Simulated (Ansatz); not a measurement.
Q: Name crystals whose computed values (PBEsol in the plane-wave PAW code Ansatz) fall in these windows: Θ_D (K) 420 to 570; highest Γ mode, no LO–TO term (cm⁻¹) 360 to 490; ε∞ 1.7 to 2.3.

A: 

```csv
crystal,Θ_D (K),"highest Γ mode, no LO–TO term (cm⁻¹)",ε∞
"LiF, P6_3/mmc (Li on 2d, F on 2c)",527,430,1.94
"KMgF3, cubic perovskite",545,462,2.12
"LiF, zinc blende",472,431,1.90
```
Others may fit too.

Typed or built starts, not in the databases checked: LiF, P6_3/mmc (Li on 2d, F on 2c); LiF, zinc blende. Not the usual ambient phase: LiF, P6_3/mmc (Li on 2d, F on 2c); LiF, zinc blende. All cells were relaxed under the symmetry of their starts (and spin orders); stability against distortions was not tested throughout.

Potentials: the later of the program's two PAW sets.
